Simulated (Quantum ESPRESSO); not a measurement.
## Calculated data, Mg2AlS3F (made-up cell, one site empty)

Calculation on a made-up crystal cell, not a measurement, with one named mistake planted (healthy values lack it): periodic Kohn-Sham density functional theory in plane waves with PseudoDojo standard norm-conserving scalar-relativistic pseudopotentials, each functional with its own files (v0.5 for PBE, v0.4.1 for LDA and PBEsol), no spin polarisation, no spin-orbit coupling, atoms not relaxed, stress positive in tension, energies less a fixed whole-eV offset for each atom's element; levels are Kohn-Sham levels at fractions of this cell's reciprocal vectors, counted from the reference band (half the neutral cell's valence electrons, rounded up) at Gamma; error bars cover cutoff and k-mesh only, not smearing or the files; each bar is the largest change over components, and at least 0.002 eV, 0.002 eV per angstrom or 0.02 GPa; a charged cell sits in a uniform background, with energy and stress on this program's zero of potential; energies are for the whole cell, and the offsets were chosen from early runs and are not element reference energies; a distance is the largest change of any value in units of its error bar, a scale change is of lengths, and a coarse mesh keeps the half-step shift. Program: Quantum ESPRESSO 7.5.

## Mg2AlS3F (made-up cell, one site empty)

Intended structure:
```cif
# cell vector a (Å): 3.9353 -0.0579 0.0210
# cell vector b (Å): -0.1002 6.7089 -0.0063
# cell vector c (Å): 0.0343 -0.0059 6.2864
data_Mg2AlS3F
_symmetry_space_group_name_H-M 'P 1'
_symmetry_Int_Tables_number 1
_cell_length_a 3.9358
_cell_length_b 6.7097
_cell_length_c 6.2865
_cell_angle_alpha 90.112
_cell_angle_beta 89.381
_cell_angle_gamma 91.699
_cell_volume 165.93
loop_
_atom_site_label
_atom_site_type_symbol
_atom_site_fract_x
_atom_site_fract_y
_atom_site_fract_z
_atom_site_occupancy
Al1 Al 0.01062 0.01173 0.99377 1
Mg1 Mg 0.49843 0.48241 0.97874 1
Mg2 Mg 0.47726 0.17721 0.49567 1
S1 S 0.00265 0.99565 0.38300 1
F1 F 0.50602 0.51840 0.37324 1
S2 S 0.49215 0.18104 0.87654 1
S3 S 0.01707 0.67420 0.88527 1
```

- lattice type: wurtzite
- empty site: 4
- intended functional: pbe
- intended cutoff: 1143 eV
- intended fermi dirac smearing: 0.025 eV
- intended scf tolerance: 1e-07 eV
- intended electrons removed: 0
- healthy free energy less offsets: 9.722 eV
- healthy scf iterations: 12
- healthy smearing term minus ts: 0 eV
- healthy pressure: -1.71 GPa
- healthy stress xx: -0.32 GPa
- healthy stress yy: 1.02 GPa
- healthy stress zz: 4.43 GPa
- healthy stress yz: -2.65 GPa
- healthy stress xz: -0.18 GPa
- healthy stress xy: -1.65 GPa
- healthy reference band: 24
- fault kind: wrong functional
- fault functional: pbesol
- intended k mesh: 5 x 4 x 4, shifted by half a step
- structure shown: as intended, without the mistake
- faulty free energy less offsets: 16.42 eV
- faulty scf iterations: 12
- faulty smearing term minus ts: 0 eV
- faulty pressure: -2.967 GPa
- faulty stress xx: 0.9434 GPa
- faulty stress yy: 2.273 GPa
- faulty stress zz: 5.685 GPa
- faulty stress yz: -2.623 GPa
- faulty stress xz: -0.1697 GPa
- faulty stress xy: -1.618 GPa
- faulty reference band: 24
- other mistakes compared: 7
- distance from healthy: 3352 error bars
- distance from nearest other mistake: 1669 error bars
- healthy error bar energy: 0.002 eV
- healthy error bar stress: 0.02799 GPa
- healthy error bar force: 0.003396 eV/Å
- healthy error bar next band up: 0.002 eV

Atoms:
| atoms element | atom site | atom energy offset (eV) |
| --- | --- | --- |
| Al | 1 | -64 |
| Mg | 2 | -1617 |
| Mg | 3 | -1617 |
| S | 5 | -302 |
| F | 6 | -677 |
| S | 7 | -302 |
| S | 8 | -302 |

Healthy forces:
| site | x (eV/Å) | y (eV/Å) | z (eV/Å) |
| --- | --- | --- | --- |
| 1 | -0.431 | -2.137 | 1.766 |
| 2 | 0.238 | 4.539 | 2.726 |
| 3 | 0.866 | 1.556 | -1.608 |
| 5 | -0.886 | 0.322 | -1.577 |
| 6 | -0.07 | -2.134 | -0.807 |
| 7 | 0.597 | -3.365 | -0.406 |
| 8 | -0.315 | 1.219 | -0.093 |

Healthy levels:
| level k point | next band up (eV) |
| --- | --- |
| Gamma | 1.338 |
| (1/2,1/2,1/2) | 2.605 |
| (0.15,0,0) | 2.18 |
| (0,0.15,0) | 1.501 |
| (0,0,0.15) | 1.436 |

Faulty forces:
| site | x (eV/Å) | y (eV/Å) | z (eV/Å) |
| --- | --- | --- | --- |
| 1 | -0.4277 | -2.099 | 1.742 |
| 2 | 0.2342 | 4.459 | 2.724 |
| 3 | 0.851 | 1.565 | -1.603 |
| 5 | -0.8669 | 0.3283 | -1.573 |
| 6 | -0.07037 | -2.15 | -0.8262 |
| 7 | 0.5884 | -3.34 | -0.3934 |
| 8 | -0.3085 | 1.235 | -0.07058 |

Faulty levels:
| level k point | next band up (eV) |
| --- | --- |
| Gamma | 1.272 |
| (1/2,1/2,1/2) | 2.54 |
| (0.15,0,0) | 2.126 |
| (0,0.15,0) | 1.441 |
| (0,0,0.15) | 1.373 |
